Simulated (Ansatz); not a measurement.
A relaxation computed with Ansatz, from input to last step.

```yaml
crystal:
  lattice:
    - [4.7023332936, 0.0, 0.0]
    - [0.0, 4.7023332936, 0.0]
    - [0.0, 0.0, 4.7023332936]
  atoms:
    - { symbol: V, position: [0.0, 0.0, 0.0], spin: 3.35 }
    - { symbol: Se, position: [0.0, 0.5, 0.5], spin: -0.11 }
    - { symbol: Se, position: [0.5, 0.0, 0.5], spin: -0.11 }
    - { symbol: Se, position: [0.5, 0.5, 0.0], spin: -0.11 }
    - { symbol: Au, position: [0.5, 0.5, 0.5] }
basis:
  ecutwfc: 420
kpoints:
  mp_grid: { grid: [4, 4, 4] }
hamiltonian:
  xc: pbe
scf:
  occupations: { method: gaussian, width: 0.1 }
  lower_state_search: "off"
output:
  forces: true
  stress: true
  eigenvalues: true
  populations: true
magnetization:
  spin_polarized: true
relax:
  adjacent_minimum: "off"
  f_tol: 0.04
  max_steps: 70
  cell: { stress_tol: 0.4 }
```

```bash
ansatz run input.yaml --threads 1 --pin off --max-ram 2560MiB --backend cpu --events-out ev --progress --plain --runs-dir out
```

All numbers below come from Ansatz, DFT PBE, scalar-relativistic, plane waves, PAW.

Of 5 frames 5 are shown, positions in Å and forces in eV/Å; the SCF threshold varies from step to step. Steps run on the plane waves of an earlier cell, with a Pulay correction in the pressure. The basis is chosen afresh for the last frame, the zero of the energies, and at times for earlier ones too; energy and pressure can step there, also at an unchanged geometry. Where two frames share a geometry here, they differ by under 2 meV/atom and 0.3 GPa.

```xyz
5
Lattice="4.7023 0.0000 0.0000 0.0000 4.7023 0.0000 0.0000 0.0000 4.7023" Properties=species:S:1:pos:R:3:forces:R:3 pbc="T T T" step=1 free_energy_over_end_meV_per_atom=251.19 pressure_GPa=20.55
V     0.0000    0.0000    0.0000    0.0000    0.0000    0.0000
Se    0.0000    2.3512    2.3512    0.0000    0.0000    0.0000
Se    2.3512    0.0000    2.3512    0.0000    0.0000    0.0000
Se    2.3512    2.3512    0.0000    0.0000    0.0000    0.0000
Au    2.3512    2.3512    2.3512    0.0000    0.0000    0.0000
5
Lattice="4.9316 0.0000 0.0000 0.0000 4.9316 0.0000 0.0000 0.0000 4.9316" Properties=species:S:1:pos:R:3:forces:R:3 pbc="T T T" step=2 free_energy_over_end_meV_per_atom=21.88 pressure_GPa=4.50
V     0.0000    0.0000    0.0000    0.0000    0.0000    0.0000
Se    0.0000    2.4658    2.4658    0.0000    0.0000    0.0000
Se    2.4658    0.0000    2.4658    0.0000    0.0000    0.0000
Se    2.4658    2.4658    0.0000    0.0000    0.0000    0.0000
Au    2.4658    2.4658    2.4658    0.0000    0.0000    0.0000
5
Lattice="5.0042 0.0000 0.0000 0.0000 5.0042 0.0000 0.0000 0.0000 5.0042" Properties=species:S:1:pos:R:3:forces:R:3 pbc="T T T" step=3 free_energy_over_end_meV_per_atom=3.22 pressure_GPa=1.24
V     0.0000    0.0000    0.0000    0.0000    0.0000    0.0000
Se    0.0000    2.5021    2.5021    0.0000    0.0000    0.0000
Se    2.5021    0.0000    2.5021    0.0000    0.0000    0.0000
Se    2.5021    2.5021    0.0000    0.0000    0.0000    0.0000
Au    2.5021    2.5021    2.5021    0.0000    0.0000    0.0000
5
Lattice="5.0417 0.0000 0.0000 0.0000 5.0417 0.0000 0.0000 0.0000 5.0417" Properties=species:S:1:pos:R:3:forces:R:3 pbc="T T T" step=4 free_energy_over_end_meV_per_atom=1.49 pressure_GPa=-0.19
V     0.0000    0.0000    0.0000    0.0000    0.0000    0.0000
Se    0.0000    2.5208    2.5208    0.0000    0.0000    0.0000
Se    2.5208    0.0000    2.5208    0.0000    0.0000    0.0000
Se    2.5208    2.5208    0.0000    0.0000    0.0000    0.0000
Au    2.5208    2.5208    2.5208    0.0000    0.0000    0.0000
5
Lattice="5.0417 0.0000 0.0000 0.0000 5.0417 0.0000 0.0000 0.0000 5.0417" Properties=species:S:1:pos:R:3:forces:R:3 pbc="T T T" step=5 free_energy_over_end_meV_per_atom=0.00 pressure_GPa=-0.08
V     0.0000    0.0000    0.0000    0.0000    0.0000    0.0000
Se    0.0000    2.5208    2.5208    0.0000    0.0000    0.0000
Se    2.5208    0.0000    2.5208    0.0000    0.0000    0.0000
Se    2.5208    2.5208    0.0000    0.0000    0.0000    0.0000
Au    2.5208    2.5208    2.5208    0.0000    0.0000    0.0000
```

The start puts this composition into another compound's structure type, which needn't suit it. At the end the space group is Pm-3m (tolerance 0.05 Å).

Time: 53 s on 1 thread of Arm Neoverse V1 (shared host), peak memory 0.48 GiB.

The k mesh is coarse. Spin-orbit coupling is left out, which matters for the bands of heavy elements. The cell holds one magnetic atom, so it can only be ferromagnetic; an antiferromagnetic order may lie lower.